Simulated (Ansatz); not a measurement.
Computed with Ansatz, DFT PBE, scalar-relativistic, plane waves, PAW. All cells share a 420 eV cutoff and Γ-centred k meshes spaced at most about 0.3 Å⁻¹ (about 0.25 or finer for metals, 2π included). Collinear spin in cells that started with moments and kept them past the coarse steps, no spin elsewhere.

Each of these unrelaxed guesses is relaxed in cell and atoms within its symmetry. A guess keeps its type if space group and coordination stay and the shape of the cell changes little (axis ratios within about 15 %, angles within 6°); the volume may change.

1. SrSn2O3

```cif
data_structure
_symmetry_space_group_name_H-M 'P6/mmm'
_symmetry_Int_Tables_number 191
_cell_length_a 4.0294
_cell_length_b 4.0294
_cell_length_c 8.5007
_cell_angle_alpha 90.000
_cell_angle_beta 90.000
_cell_angle_gamma 120.000
_cell_volume 119.53
loop_
_atom_site_label
_atom_site_type_symbol
_atom_site_symmetry_multiplicity
_atom_site_Wyckoff_symbol
_atom_site_fract_x
_atom_site_fract_y
_atom_site_fract_z
_atom_site_occupancy
Sr1 Sr 1 b 0.00000 0.00000 0.50000 1
Sn1 Sn 2 e 0.00000 0.00000 0.13602 1
O1 O 3 g 0.50000 0.00000 0.50000 1
```

2. CoGe3Pd (collinear spin from parallel moments)

```cif
data_structure
_symmetry_space_group_name_H-M 'P4/mmm'
_symmetry_Int_Tables_number 123
_cell_length_a 4.6562
_cell_length_b 4.6562
_cell_length_c 4.2276
_cell_angle_alpha 90.000
_cell_angle_beta 90.000
_cell_angle_gamma 90.000
_cell_volume 91.66
loop_
_atom_site_label
_atom_site_type_symbol
_atom_site_symmetry_multiplicity
_atom_site_Wyckoff_symbol
_atom_site_fract_x
_atom_site_fract_y
_atom_site_fract_z
_atom_site_occupancy
Co1 Co 1 b 0.00000 0.00000 0.50000 1
Ge1 Ge 2 f 0.00000 0.50000 0.00000 1
Ge2 Ge 1 d 0.50000 0.50000 0.50000 1
Pd1 Pd 1 a 0.00000 0.00000 0.00000 1
```

3. MgSi2N2

```cif
data_structure
_symmetry_space_group_name_H-M 'Cmmm'
_symmetry_Int_Tables_number 65
_cell_length_a 5.2499
_cell_length_b 6.6019
_cell_length_c 4.1257
_cell_angle_alpha 90.000
_cell_angle_beta 90.000
_cell_angle_gamma 90.000
_cell_volume 142.99
loop_
_atom_site_label
_atom_site_type_symbol
_atom_site_symmetry_multiplicity
_atom_site_Wyckoff_symbol
_atom_site_fract_x
_atom_site_fract_y
_atom_site_fract_z
_atom_site_occupancy
Mg1 Mg 2 c 0.50000 0.00000 0.50000 1
Si1 Si 4 i 0.50000 0.27575 0.00000 1
N1 N 4 k 0.00000 0.00000 0.18755 1
```

Question: Which guesses survive the relaxation?

Answer: Guesses 1 and 2 keep their type.

```json
{"guess": "1", "kept": "yes", "start group": "P6/mmm", "end group": "P6/mmm", "V start (Å³/atom)": "19.9", "V end": "31.6", "b/a and c/a, end over start": "1.00, 1.00", "nearest neighbours start": "O 6, Sn 1, Sr 6", "nearest neighbours end": "O 6, Sn 1, Sr 6"}
{"guess": "2", "kept": "yes", "start group": "P4/mmm", "end group": "P4/mmm", "V start (Å³/atom)": "18.3", "V end": "21.3", "b/a and c/a, end over start": "1.00, 1.12", "nearest neighbours start": "Co 2, Ge 2/12, Pd 6", "nearest neighbours end": "Co 2, Ge 2/12, Pd 6"}
{"guess": "3", "kept": "no", "start group": "Cmmm", "end group": "Cmmm", "V start (Å³/atom)": "14.3", "V end": "14.8", "b/a and c/a, end over start": "1.93, 2.06", "nearest neighbours start": "Mg 8, N 3, Si 2", "nearest neighbours end": "Mg 4, N 2, Si 2"}
```

Neighbours count within 15 % of an atom's shortest distance; end groups are read at 0.02 Å (0.05 Å in metals).

A magnetic state wasn't ruled out in cells without spin, among them SrSn2O3 P6/mmm. Another magnetic order may lie lower. Cells relaxed within their symmetry can be saddle points.

In counts of neighbours, a slash parts the counts of unlike sites.
